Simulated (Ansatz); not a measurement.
CaSnCl6 in 6 trial structures

CaSnCl6 was placed in 6 structures, borrowed from other compounds or built from prototypes, and relaxed with PBEsol and then r2SCAN+rVV10 in Ansatz 0.2.0, symmetry kept. Energies are static, from a final single point; gaps are the least over its mesh and special points. All cells are spin-unpolarised, without nuclear motion, and some may be hypothetical.

```tsv
start	ends in	volume (Å³/atom)	energy, r2SCAN+rVV10 (meV/atom)	gap, r2SCAN+rVV10 (eV)	shaken (PBEsol)
LaAlH6 type (No. 166)	R-3m	33.66	58	3.06	distorts, same energy
TiAlNi6 type (No. 123)	P4/mmm	22.15	694	metal	falls 376 meV
KCrF6 type (No. 148)	R-3	28.59	32	3.29	returns (8 atoms)
MoWO6 type (No. 8)	Amm2	36.42	222	0.95	falls 5 meV
MgTiF6 type (No. 148)	R-3	25.70	0	3.33	returns (8 atoms)
MgZrF6 type (No. 225)	Fm-3m	34.00	132	2.43	falls 92 meV
```
Energies count from the lowest cell; the last column tells what a randomly displaced small cell does when relaxed without symmetry, which tests only the distortions that fit it.

Of the symmetric cells the lowest is the one started from MgTiF6 type (No. 148), which ends in R-3 (No. 148), 32 meV an atom below the next (KCrF6 type (No. 148)). With PBEsol some shaken cells land within 15 meV an atom of the lowest symmetric one. Other structures, not tried here, could lie lower.

The falls are PBEsol's, in meV an atom on the shaken cell's own mesh; a cell that falls isn't a minimum, and its place in the table may change once it distorts.

The cells in order of energy (the first three):
- MgTiF6 type (No. 148): R-3, 25.70 Å³ an atom. Around Ca lie 6 Cl at 2.75 Å; around Sn lie 6 Cl at 2.45 Å; around Cl lie 1 Sn at 2.45 Å and 1 Ca at 2.75 Å.
- KCrF6 type (No. 148): R-3, 28.59 Å³ an atom. Ca has 6 Cl at 2.77 Å; Sn has 6 Cl at 2.45 Å; Cl has 1 Sn at 2.45 Å and 1 Ca at 2.77 Å.
- LaAlH6 type (No. 166): R-3m, 33.66 Å³ an atom. Ca has 6 Cl at 2.78 Å; Sn has 6 Cl at 2.45 Å; Cl has 1 Sn at 2.45 Å and 1 Ca at 2.78 Å.

The lowest symmetric cell:
```yaml
crystal:
  lattice:
    - [3.17300, 1.83193, 5.89523]
    - [-3.17300, 1.83193, 5.89523]
    - [0.00000, -3.66386, 5.89523]
  atoms:
    - { symbol: Ca, position: [0.50000, 0.50000, 0.50000] }
    - { symbol: Sn, position: [0.00000, 0.00000, 0.00000] }
    - { symbol: Cl, position: [0.59417, 0.94222, 0.22601] }
    - { symbol: Cl, position: [0.94222, 0.22601, 0.59417] }
    - { symbol: Cl, position: [0.77399, 0.40583, 0.05778] }
    - { symbol: Cl, position: [0.05778, 0.77399, 0.40583] }
    - { symbol: Cl, position: [0.40583, 0.05778, 0.77399] }
    - { symbol: Cl, position: [0.22601, 0.59417, 0.94222] }
```

No spin-orbit coupling is included; it can move band edges with weight on the heavy atoms by tenths of an eV.
